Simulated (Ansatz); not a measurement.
Calculation log, TiPd (Pm-3m) (bands, slopes and optics on a fine k mesh)

Method: r²SCAN, PAW on Ansatz 0.2.0's default frozen-core files (fitted under PBE), scalar-relativistic.

Cell and atoms were relaxed beforehand by PAW with this functional.

The structure is one entry of a database and needn't be the stable phase.

Launched as:

```sh
ansatz run input.yaml --threads 1 --pin off --max-ram 3072MiB --backend cpu --events-out ev --progress --plain --runs-dir out
```

Input file:

```yaml
crystal:
  lattice:
    - [3.15619935087, 0.0, 0.0]
    - [0.0, 3.15619935087, 0.0]
    - [0.0, 0.0, 3.15619935087]
  atoms:
    - { symbol: Ti, position: [0.5, 0.5, 0.5] }
    - { symbol: Pd, position: [0.0, 0.0, 0.0] }
kpoints:
  mp_grid: { grid: [12, 12, 12] }
scf:
  occupations: { method: fermi_dirac, width: 0.1 }
hamiltonian:
  xc: r2scan
  pseudopotentials: { kind: paw }
output:
  forces: true
  stress: true
  eigenvalues: true
  eigenstates:
    nscf_kmesh: { grid: [16, 16, 16] }
    de_dk: true
    e_range: [-14, 14]
  optics:
    e_range: [0, 20]
    de: 0.2
    sigma: 0.15
    bands: { spectra_wanted_up_to: 20 }
    nscf_kmesh: { grid: [16, 16, 16] }
    drude_damping: 0.03
checkpoint:
  write: ck
  write_wavefunctions: false
```

Output (shortened where marked):

```
Warning: RAYON_NUM_THREADS=1 ignored (pool sized by the plan → 1); use --threads N
Engine: ansatz 0.2.0, aarch64-unknown-linux-gnu
Pseudopotentials: kind: paw
Pseudopotential: Ti, paw, valence charge 12, recommended cutoff 500 eV (meta_gga), Ti.paw.azcp
Pseudopotential: Pd, paw, valence charge 18, recommended cutoff 500 eV (meta_gga), Pd.paw.azcp
Functional definition: r2SCAN
  parameter k0 = 0.174
  parameter k1 = 0.065
  parameter a1 = 4.9479
  exchange = r2scan_x(k0 = k0, k1 = k1, a1 = a1)
  correlation = r2scan_c
Crystal: 2 atoms, lattice volume = 31.441 Å³
Basis set: ecut = 500 eV, 799 PW (Γ), exchange–correlation on 96×96×96 points (64 copies of the dense FFT grid, shifted against one another)
Bands: 19, of which v1, the nominal top of the filled ones, is band 15 counted from 1 (14 counted from 0)
Symmetry: 48 space group operations
Space group: Pm-3m (ITA 221), of the structure as read, at distance tolerance 3.2e-5 Å
k-points: 84 of 1728
Non-local potential: Ti, projectors of the file, l = 0: 3, l = 1: 2, l = 2: 3, l = 3: 1
Non-local potential: Pd, projectors of the file, l = 0: 2, l = 1: 2, l = 2: 2, l = 3: 1
[... 29 lines left out ...]
Fermi energy:    17.416840 eV
--- Per-component energies (eV) ---
  E_band       = -348.822179
  E_kinetic    = 787.222818
  E_local      = -2705.879676  (includes V_loc(G=0)·N_el)
  E_nonlocal   = 222.008222
  E_hartree    = 1107.260811
  E_xc         = -254.205623
  E_vxc        = -367.776897  (∫ρ·V_xc dr)
  E_paw        = -4827.360256  (= ΣΔE_a)
  E_vpaw       = -525.879370  (= ΣTr[D̂ρ^β])
  E_aug_tail   = 0.000214  (compensation charges beyond the density's cutoff)
  E_vtau       = 26.960937  (kinetic-family band-sum trace: ∫τ·v_τ [+ j·A + Jᵃ·Aᵃ] dr)
  E_ewald      = -3819.341271
  E_core_change = -0.705544  (= ΣΔE_core)
  E_smearing   = -0.091940  (= −TS)
  E_closure    = 0.000000  (closes the sum)
  Σ components = -9491.092245   (vs F -9491.092245, Δ=0.00e0)
--- Forces (eV/Å), atoms counted from 1 ---
  atom   1  Ti     0.00000000    -0.00000000    -0.00000000
  atom   2  Pd    -0.00000000    -0.00000000     0.00000000
  max |Σ_I F_I| component: 1.80e-29 eV/Å
--- Stress (GPa, compression-positive) ---
       -0.014492       0.000000       0.000000
       -0.000000      -0.014492       0.000000
        0.000000      -0.000000      -0.014492
  P = ⅓ Tr σ = -0.0145 GPa (-0.145 kbar)
--- Fermi surface from the table of eigenstates, both spin states counted (twice the sheets' area in a run without spin) ---
  How far the three rows differ hints at the mesh's error and does not bound it.
  reading                E - E_F (eV)   area (Å⁻²)  resistivity times mean free path along x, y, z (Ω·m²), under one mean free path over the surface
  by tetrahedra                0.0032       55.573  5.5012e-16  5.5012e-16  5.5012e-16
  by the states' slopes        0.0148       57.216  5.3432e-16  5.3432e-16  5.3432e-16
  on every second point       -0.0074       51.715  5.9115e-16  5.9115e-16  5.9115e-16
```

The calculation finished and met its thresholds.

Head of optics.tsv:

```
# E[eV]	eps2_interband_xx	eps2_interband_yy	eps2_interband_zz	eps2_interband_xy	eps2_interband_xz	eps2_interband_yz	eps1_interband_xx	eps1_interband_yy	eps1_interband_zz	
# format = ansatz-optics/6
# intraband_term = drude
# n_periodic_directions = 3
# eps1_interband_at_0(xx yy zz xy xz yz) = 169.060825 169.060825 169.060825 0.000000 -0.000000 0.000000
# eps1_interband_at_0_completed(xx yy zz) = 169.140402 169.140402 169.140402
# k_sum = mesh_cells
# eps2_relative_error = 0.0058
# drude_weight_relative_error = 0.0044
# eps1_interband_at_0_relative_error = 0.0126
# f_sum_interband_n_eff(xx yy zz) = 18.748870 18.748870 18.748870
# f_sum_interband_n_eff_momentum_only(xx yy zz) = 11.191630 11.191630 11.191630
# fermi_ev = 17.413013
# fermi_mp_grid = 16 16 16
# fermi_mp_shift = 0 0 0
# occupation_method = fermi_dirac
# smearing_width_ev = 1e-1
# drude_damping_ev = 3e-2
# drude_plasma_energy_squared_ev2(xx yy zz xy xz yz) = 37.719647 37.719647 37.719647 0.000000 0.000000 0.000000
# drude_plasma_energy_ev(xx yy zz) = 6.141632 6.141632 6.141632
# f_sum_intraband_n_eff(xx yy zz) = 0.860095 0.860095 0.860095
# unresolved_interband_energy_squared_ev2(xx yy zz xy xz yz) = 0.000000 0.000000 0.000000 0.000000 0.000000 0.000000
# f_sum_unresolved_interband_n_eff(xx yy zz) = 0.000000 0.000000 0.000000
# f_sum_n_eff(xx yy zz) = 19.608964 19.608964 19.608964 of n_electrons = 30.000000
# loss_f_sum_n_eff(xx yy zz) = 19.605494 19.605494 19.605494
# perfect_screening_sum(xx yy zz) = 1.000000 1.000000 1.000000
# perfect_screening_sum_on_rows(xx yy zz) = 0.999963 0.999963 0.999963
# perfect_screening_limit(xx yy zz) = 1.000000 1.000000 1.000000
# n_bands = 40
# n_bands_set_by = photon_energy
# valid_up_to_ev = 35.505652
# evaluated_top_ev = 129.200000
# all_electron_strengths = true
# band_completion = completed
# response = whole
# tolerance = 0.01
# method = lanczos_chains
# lanczos_steps = 6
# chains_run = together
# ended_by = wanted_rows_settled
# boundable_up_to_ev = 34.247004
# wanted_up_to_ev = 20.000000
# change_inside_cells = 0.0002 (estimated)
# bound_at_0(xx yy zz) = bounded bounded bounded
```

### Fermi surface

Fermi surface of a crystal from Kohn-Sham levels and slopes on the fine mesh, each state quadratic over its cell; bands counted from the lowest that crosses; Cartesian axes as in the input.

```
Fine mesh                                 : 16, 16, 16
Density of states at fermi level          : 1.489 states/eV/atom
Sommerfeld coefficient                    : 3.509 mJ/(mol-atom K²)
Plasma energy (x, y, z)                   : 6.264, 6.264, 6.264 eV
Fermi speed weighted by states            : 0.3774 ×10⁶ m/s
Fermi surface area mean of spins          : 29.18 Å⁻²
By tetrahedra resistivity times free path : 5.501, 5.501, 5.501 ×10⁻¹⁶ Ω·m²
Conductivity over time (x, y, z)          : 8.019, 8.019, 8.019 ×10²⁰ Ω⁻¹m⁻¹s⁻¹
```

```tsv
band	filled part	states (states/eV/cell)	speed (×10⁶ m/s)	area (Å⁻²)
1	0.7	1.721	0.3343	14.94
2	0.3	1.256	0.4365	14.23
```

Optical peaks:

Independent-particle optical response of a crystal from Kohn-Sham bands on the fine mesh with a Drude term, no local fields or excitons; a zero of eps1 gives a sharp plasmon only where eps2 is small.

```
Fine mesh                         : 16, 16, 16
Window top                        : 20 eV
Line width                        : 0.15 eV
Drude damping                     : 0.03 eV
ε₁ rises through zero at x        : 2, 11.05 eV
ε₂ there x                        : 6.22, 1.4
Plasma energy (x, y, z)           : 6.142, 6.142, 6.142 eV
Reflectivity at 1 eV, x-polarised : 0.8411
Reflectivity at 2 eV, x-polarised : 0.3448
Reflectivity at 3 eV, x-polarised : 0.2719
```

### Rigid-band curves

States and squared plasma energy if the Fermi level is shifted in rigid bands.

```json
{
  "Fine mesh": "16, 16, 16"
}
```

```
level shift (eV)  density of states (states/eV/cell)  plasma squared x (eV²)
            -1.4                              0.7475                   16.44
            -1.2                              0.8237                   13.35
              -1                               1.216                   14.48
            -0.8                               1.348                   27.05
            -0.6                               1.536                   40.33
            -0.4                               1.826                   47.84
            -0.2                               2.333                   46.34
               0                               2.933                   39.42
             0.2                               3.618                   34.19
             0.4                                4.12                   25.03
             0.6                               3.536                   19.62
             0.8                                3.61                   25.26
               1                                2.88                   25.93
             1.2                               2.041                   31.69
             1.4                               1.568                   33.31
```

Limits of these numbers: frozen-core PAW files fitted under PBE, their cores solved anew for the functional of the run; this form is stable only when hot or under pressure; cold crystals distort or take another structure; these sums move with the mesh, by several per cent and more for small sheets.

Time and hardware: 110 s on 1 thread of Arm Neoverse V1, on a shared host, peak memory 1.1 GiB.
